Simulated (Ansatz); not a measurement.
Sb:
Space group R-3m, hexagonal axes (No. 166); a = 4.3216 Å, b = 4.3216 Å, c = 11.0656 Å, α = 90.00°, β = 90.00°, γ = 120.00°

```csv
atom,site,symmetry,x,y,z
Sb,6c,3m,0.0000,0.0000,0.2357
```
(The calculation used a cell of 2 atoms; values per cell refer to that cell.)

Relaxed with PBEsol.

Problem. Which orbitals make up the states near the Fermi level in the program Ansatz at the PBEsol level (PAW)?

Solution. Within 0.5 eV of the Fermi level: Sb 5p 83 %, Sb 5s 14 %. Projections are on Löwdin-orthogonalised atomic valence shells; empty p or d shells of many metals are not among them.

Problem. Tabulate the density of states.

Solution. States/eV per cell of 2 atoms, in 0.25 eV bins, energy from the Fermi level.

```csv
E (eV),total,Sb 5p,Sb 5s
-7.85,0.64,0.13,0.50
-7.60,0.47,0.10,0.37
-7.35,0.37,0.08,0.28
-7.10,0.29,0.07,0.23
-6.85,0.23,0.05,0.18
-6.60,0.18,0.04,0.14
-6.35,0.15,0.03,0.12
-6.10,0.11,0.02,0.09
-5.85,0.09,0.02,0.07
-5.60,0.17,0.11,0.06
-5.35,0.55,0.49,0.06
-5.10,0.71,0.66,0.05
-4.85,0.76,0.72,0.04
-4.60,0.80,0.76,0.03
-4.35,0.91,0.87,0.04
-4.10,1.04,0.99,0.05
-3.85,1.24,1.17,0.06
-3.60,1.50,1.42,0.07
-3.35,1.48,1.40,0.07
-3.10,1.46,1.37,0.08
-2.85,1.45,1.34,0.09
-2.60,1.44,1.33,0.10
-2.35,1.45,1.33,0.10
-2.10,1.45,1.32,0.11
-1.85,1.47,1.33,0.12
-1.60,1.41,1.26,0.13
-1.35,1.21,1.06,0.13
-1.10,1.13,0.97,0.14
-0.85,1.13,0.95,0.15
-0.60,0.83,0.69,0.12
-0.35,0.46,0.37,0.07
-0.10,0.11,0.08,0.02
0.15,0.28,0.23,0.04
0.40,1.16,0.97,0.14
0.65,1.54,1.30,0.18
0.90,1.35,1.14,0.15
1.15,1.17,0.99,0.12
1.40,1.12,0.95,0.11
1.65,1.18,0.97,0.10
1.90,1.40,1.06,0.10
2.15,1.78,1.25,0.10
2.40,1.60,1.18,0.08
2.65,1.04,0.86,0.06
2.90,1.10,0.93,0.05
3.15,1.38,1.03,0.05
3.40,1.55,1.04,0.04
3.65,1.21,0.83,0.04
3.90,1.02,0.70,0.03
4.15,1.47,0.78,0.03
4.40,1.75,0.81,0.03
4.65,1.64,0.77,0.02
```

Symmetry was held in the PBEsol relaxation. Spin–orbit coupling is left out wherever it is not named.

Potentials: the later of the program's two PAW sets.
